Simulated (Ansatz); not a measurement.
An Ansatz (a first-principles code) run. Input:

Ansatz 0.2 input:
```yaml
crystal:
  lattice:
    - [0.0, 3.7369106284, 3.7369106284]
    - [3.7369106284, 0.0, 3.7369106284]
    - [3.7369106284, 3.7369106284, 0.0]
  atoms:
    - { symbol: C, position: [0.5704752304, 0.2885743087, 0.5704752304] }
    - { symbol: C, position: [0.9614256913, 0.6795247696, 0.6795247696] }
    - { symbol: C, position: [0.5704752304, 0.5704752304, 0.2885743087] }
    - { symbol: C, position: [0.6795247696, 0.9614256913, 0.6795247696] }
    - { symbol: C, position: [0.5704752304, 0.5704752304, 0.5704752304] }
    - { symbol: C, position: [0.6795247696, 0.6795247696, 0.6795247696] }
    - { symbol: C, position: [0.2885743087, 0.5704752304, 0.5704752304] }
    - { symbol: C, position: [0.6795247696, 0.6795247696, 0.9614256913] }
kpoints:
  mp_grid: { grid: [4, 4, 4] }
hamiltonian:
  xc: hse06
  pseudopotentials: { kind: paw }
scf:
  n_extra_bands: 8
  occupations: { method: fixed }
output:
  eigenvalues: true
  eigenstates:
    e_range: [-9.0, 11.7]
    kpoints:
      - [0.0, 0.0, 0.0]  # VBM
      - [-0.083333, -0.041667, -0.041667]  # CBM
      - [0.0, 0.0, 0.0]  # GAMMA
      - [0.5, 0.0, 0.5]  # X
      - [0.5, 0.5, 0.5]  # L
      - [0.5, 0.25, 0.75]  # W
      - [0.375, 0.375, 0.75]  # K
      - [0.625, 0.25, 0.625]  # U
```

Output (shortened):

```
Pseudopotential: C, paw, valence charge 4
Functional definition: HSE06
davidson cushion auto → on  (no smearing: the cushion is to keep the highest requested band from converging to the state above it …
Crystal: 8 atoms, lattice volume = 104.368 Å³
Basis set: ecut = 420 eV, 2085 PW (Γ)
Bands: 24, of which v1, the nominal top of the filled ones, is band 16 counted from 1 (15 counted from 0)
Symmetry: 48 space group operations
Space group: Fd-3m (ITA 227), of the structure as read, at distance tolerance 4.7e-5 Å
k-points: 8 of 64
SCF iter   1: F=—  HF=-1997.028571 eV  |F-HF|=—  |Δ(HF+E_count)|=         —  Δρ=1.49e-2  dr2=1.68e-1  ethr=1.77e-3  ⟨swp⟩=8.4  Hψ=1006  notcnv=0
preconditioner: auto → none
SCF iter   2: F=—  HF=-1997.053689 eV  |F-HF|=—  |Δ(HF+E_count)|=   2.51e-2  Δρ=6.60e-3  dr2=3.29e-2  ethr=5.26e-4  ⟨swp⟩=3.1  Hψ=463  notcnv=0
iter 3 solved again at ethr=8.40e-7 eV; its pass at ethr=1.03e-4 eV (dr2=2.69e-4 eV) is discarded
SCF iter   3: F=-1997.074217 eV  HF=-1997.074354 eV  |F-HF|=1.37e-4  |Δ(HF+E_count)|=   2.07e-2  Δρ=5.76e-4  dr2=2.80e-4  ethr=8.40e-7  ⟨swp⟩=5.2  Hψ=1176  notcnv=0
SCF 1 stopped early in 3 iterations: F = -1997.074217 eV  dr2 = 2.80e-4
Crystal: 8 atoms, lattice volume = 104.368 Å³
Exchange kernel: α = 0.2500, screened, ω = 0.2079 Å⁻¹, Wigner–Seitz truncation, v(0) = 1045.3652 eV·Å³, q-mesh 4×4×4, nearest image of the exchange supercell L …
Frozen-core exchange: fock
SCF iter   1: F=—  HF=-1996.791899 eV  |F-HF|=—  |Δ(HF+E_count)|=         —  Δρ=7.27e-3  dr2=2.70e-2  ethr=8.74e-6  ⟨swp⟩=7.1  Hψ=999  notcnv=0
preconditioner: auto → none
SCF iter   2: F=—  HF=-1996.781825 eV  |F-HF|=—  |Δ(HF+E_count)|=   1.01e-2  Δρ=2.95e-3  dr2=4.14e-3  ethr=8.74e-6  ⟨swp⟩=3.9  Hψ=631  notcnv=0
SCF iter   3: F=—  HF=-1996.790573 eV  |F-HF|=—  |Δ(HF+E_count)|=   8.75e-3  Δρ=1.77e-3  dr2=1.45e-3  ethr=8.74e-6  ⟨swp⟩=4.0  Hψ=598  notcnv=0
SCF iter   4: F=—  HF=-1996.790060 eV  |F-HF|=—  |Δ(HF+E_count)|=   5.13e-4  Δρ=7.53e-4  dr2=3.05e-4  ethr=4.47e-6  ⟨swp⟩=2.0  Hψ=424  notcnv=0
SCF iter   5: F=—  HF=-1996.789937 eV  |F-HF|=—  |Δ(HF+E_count)|=   1.23e-4  Δρ=1.52e-4  dr2=2.16e-5  ethr=8.79e-7  ⟨swp⟩=3.0  Hψ=476  notcnv=0
SCF iter   6: F=-1996.790062 eV  HF=-1996.790063 eV  |F-HF|=8.84e-7  |Δ(HF+E_count)|=   1.26e-4  Δρ=7.94e-5  dr2=2.61e-6  ethr=3.39e-8  ⟨swp⟩=4.9  Hψ=686  notcnv=0  defer=4
SCF 2 stopped early in 6 iterations: F = -1996.790062 eV  dr2 = 2.61e-6
hybrid outer 1: dexx = +1.139e-2 eV, tail = 4.22e-5 eV
Crystal: 8 atoms, lattice volume = 104.368 Å³
Exchange kernel: α = 0.2500, screened, ω = 0.2079 Å⁻¹, Wigner–Seitz truncation, v(0) = 1045.3652 eV·Å³, q-mesh 4×4×4, nearest image of the exchange supercell L …
Frozen-core exchange: fock
SCF iter   1: F=—  HF=-1996.790347 eV  |F-HF|=—  |Δ(HF+E_count)|=         —  Δρ=6.08e-5  dr2=2.03e-6  ethr=6.60e-7  ⟨swp⟩=3.5  Hψ=484  notcnv=0
preconditioner: auto → none
iter 2 solved again at ethr=2.06e-10 eV; its pass at ethr=5.30e-9 eV (dr2=6.59e-8 eV) is discarded
SCF iter   2: F=-1996.790346 eV  HF=-1996.790346 eV  |F-HF|=8.84e-9  |Δ(HF+E_count)|=   5.22e-7  Δρ=1.26e-5  dr2=9.79e-8  ethr=2.06e-10  ⟨swp⟩=2.9  Hψ=1046  notcnv=0
SCF 3 converged in 2 iterations: F = -1996.790346 eV  dr2 = 9.79e-8
hybrid outer 2: dexx = +4.953e-7 eV, tail = 2.15e-7 eV, Δε = 1.96e-3 eV (about 1.55e-4 eV left of the loop's levels)
NSCF: frozen V_eff on 8 k-points
hybrid SCF converged: 2 outer / 8 inner (+3 warm-up), last move |dexx| = 4.95e-7 eV, tail = 2.15e-7 eV
Stability not checked (fock_operator)
Free energy (F): -1996.790347 eV
Frozen-core exchange: fock
Harris-Foulkes:  -1996.790347 eV  (|F-HF|=8.84e-9)
Internal energy: -1996.790347 eV  (E = F + TS)
E sigma→0 (E₀):  -1996.790347 eV
Fermi energy:    4.017294 eV
--- Per-component energies (eV) ---
  E_band       = -236.460348
  E_kinetic    = 735.010504
  E_local      = -2111.673676  (includes V_loc(G=0)·N_el)
  E_nonlocal   = 209.511374
  E_hartree    = 752.112375
  E_xc         = -310.274551
  E_vxc        = -380.255475  (∫ρ·V_xc dr)
  E_exx        = -71.636383  (= α·E_x^exact, valence–valence)
  E_paw        = -795.611090  (= ΣΔE_a)
  E_vpaw       = -50.003688  (= ΣTr[D̂ρ^β])
  E_aug_tail   = 0.000073  (compensation charges beyond the density's cutoff)
  E_ewald      = -404.091227
  E_core_change = -0.137746  (= ΣΔE_core)
  E_smearing   =  0.000000  (= −TS)
  E_closure    =  0.000000  (closes the sum)
  Σ components = -1996.790347   (vs F -1996.790347, Δ=0.00e0)
  [band-id]    e_kinetic+e_local+e_nonlocal+2·e_hartree+e_vxc+2·e_exx+e_vpaw+e_augmentation_tail = -236.458904   (vs E_band -236.460348, Δ=1.44e-3)
--- Band table (eV; the first three rows and the last of 8) ---
  k-point 0: bands = ["-21.1228", "-20.0762", "-11.9649", "-11.9649", "-11.9649", "-9.9589", "-7.7161", "-7.7161", "-7.7161", "-2.4233", "-2.4233", "-2.4233", "-2.4006", "-2.4006", "4.0173", "4.0173", "7.2192", "7.3668", "7.3668", "7.3668", "10.2589", …
  k-point 1: bands = ["-21.0226", "-20.1979", "-12.0388", "-12.0388", "-11.9319", "-10.2913", "-7.3861", "-7.3861", "-6.8695", "-3.3492", "-3.3492", "-3.1919", "-1.5957", "-1.5957", "2.8747", "2.8747", "7.3784", "7.3875", "8.5825", "8.5825", "9.8915", …
  k-point 2: bands = ["-20.8799", "-20.3617", "-12.1076", "-12.1076", "-11.9016", "-10.5262", "-7.0026", "-7.0026", "-5.6004", "-4.4641", "-3.8674", "-3.8674", "-1.2381", "-1.2381", "2.0648", "2.0648", "7.4074", "7.8107", "9.2015", "9.2015", "9.3742", …
  k-point 7: bands = ["-20.6277", "-20.6277", "-12.2696", "-12.2696", "-11.1873", "-11.1873", "-6.1033", "-6.1033", "-5.2462", "-5.2462", "-4.7154", "-4.7154", "-0.0863", "-0.0863", "0.5417", "0.5417", "8.7330", "8.7330", "9.2343", "9.2343", "10.6469", …
```

Cost: about 4 core-minutes (a rough figure) on shared cores.

The points marked VBM and CBM come from a semilocal run.

The start of the workflow was typed in or built on a structure type. Its sites differ from those of the usual phase in this space group: another stacking or structure type. Symmetry was held in the r²SCAN relaxation; whether a distortion lowers the energy is not shown.

Potentials: the later of the program's two PAW sets.

Ansatz is a plane-wave DFT program.
